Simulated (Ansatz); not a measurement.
AlPd:
```
CELL_PARAMETERS angstrom
      1.39776    -5.01921     0.00000
      1.39776     5.01921     0.00000
      0.00000     0.00000     4.21542
ATOMIC_POSITIONS crystal
  Al 0.65518 0.34482 0.25000
  Pd 0.91045 0.08955 0.25000
  Al 0.34482 0.65518 0.75000
  Pd 0.08955 0.91045 0.75000
```

Relaxed with r²SCAN. Special points in fractions of this cell's reciprocal vectors: Γ (0.000, 0.000, 0.000); Y (-0.500, 0.500, 0.000); C0 (-0.269, 0.731, 0.000); Σ0 (0.269, 0.269, 0.000); Z (0.000, 0.000, 0.500); A0 (0.269, 0.269, 0.500); E0 (-0.269, 0.731, 0.500); T (-0.500, 0.500, 0.500); S (0.000, 0.500, 0.000); R (0.000, 0.500, 0.500).

Problem. List the band energies nearest the Fermi level at these points for r²SCAN (plane waves, PAW; program Ansatz).

Solution. In eV from the Fermi level; about four levels below and three above (degenerate sets whole), none deeper than 8.9 eV; points with the same levels are listed once.

| k | below | above |
|---|---|---|
| Γ | -2.47 -1.91 -1.90 -1.14 | 2.32 4.53 5.65 |
| Y | -3.11 -2.85 -2.42 -2.35 | 0.37 1.89 2.12 |
| C0 | -3.03 -2.82 -2.62 -0.76 | 0.16 2.79 3.67 |
| Z | -2.26 -2.26 -1.68 -1.68 | 2.36 2.36 9.56 9.56 |
| A0 | -1.47 -1.47 -0.12 -0.12 | 1.06 1.06 5.91 5.91 |
| T | -2.36 -2.36 -2.23 -2.23 | 6.95 6.95 7.92 7.92 |
| S | -3.07 -2.79 -1.86 -0.45 | 0.52 1.14 3.85 |
| R | -2.90 -2.90 -1.20 -1.20 | 0.22 0.22 0.95 0.95 |

Space group Cmcm. The start of the workflow was typed in or built on a structure type; neither database checked (COD, Materials Project) lists it. Its standing as an ambient phase is unchecked. The r²SCAN relaxation kept the symmetry of its start; its stability against distortions is not shown here. No spin polarisation was allowed. Spin–orbit coupling is left out wherever it is not named.

Potentials: the earlier of the program's two PAW sets.
